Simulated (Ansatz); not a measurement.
Level of theory: DFT PBE, scalar-relativistic, plane waves, PAW in Ansatz. Plane waves to 420 eV, a 6×6×4 mesh through Γ for the 12-atom cell and 0.02 eV Gaussian smearing; no spin polarisation.

Formation energies are uncorrected and count from the elements' standard states at the same level.

Task: Give a relaxed trial structure of a trigonal semiconductor that holds Al and 2 more elements, with a gap near 1.3 eV, a formation energy near −0.44 eV/atom and a density near 3.97 g/cm³, in a cell of 12 atoms.

Result: Al5InAs6, space group P31m (No. 157). Al on a site of symmetry m has 4 As at 2.49–2.50 Å; around Al on a site of symmetry 3 lie 4 As at 2.46–2.49 Å; In is surrounded by 4 As at 2.65–2.67 Å; As on a site of symmetry m has 3 Al at 2.46–2.49 Å and 1 In at 2.65 Å; 2 more sites not described.

```
CELL_PARAMETERS angstrom
7.08651 0.00000 0.00000
-3.54326 6.13710 0.00000
0.00000 0.00000 6.72473
ATOMIC_POSITIONS crystal
Al 0.33833 0.33833 0.00030
Al 0.00000 0.66167 0.00030
Al 0.66167 0.00000 0.00030
Al 0.66667 0.33333 0.50089
Al 0.33333 0.66667 0.50089
In 0.00000 0.00000 0.50182
As 0.35279 0.35279 0.36976
As 0.00000 0.64721 0.36976
As 0.64721 0.00000 0.36976
As 0.66667 0.33333 0.87185
As 0.33333 0.66667 0.87185
As 0.00000 0.00000 0.89856
```

The volume per atom is 24.37 Å³ and the density is 3.97 g/cm³. The energy over the elements is −0.438 eV/atom. The gap on the 6×6×4 mesh of the 12-atom cell is 1.35 eV.

The structure comes from a generated guess, relaxed at this level; another structure or a mixture of phases may lie lower. Other answers may fit too; this one was computed.

Kohn–Sham gaps at this level usually fall short of measured ones. The reference form of As is held partly by dispersion forces, which this level lacks. A structure relaxed within its symmetry needn't be a true minimum.
